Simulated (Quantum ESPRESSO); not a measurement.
```
CELL_PARAMETERS angstrom
      0.00000     3.16466     3.16466
      3.16466     0.00000     3.16466
      3.16466     3.16466     0.00000
ATOMIC_POSITIONS crystal
  S  0.50000 0.50000 0.50000
  Ba 0.00000 0.00000 0.00000
```

Cell and atoms were relaxed with PBEsol from Materials Project entry mp-1500, within its symmetry.

### Question
What does norm-conserving PBEsol (Quantum ESPRESSO, 57 Ry, with spin-orbit coupling) give for the electronic structure near the Fermi level?

### Answer
The PBEsol gap is indirect, 1.99 eV, from Γ to X; the smallest direct gap is 2.04 eV.
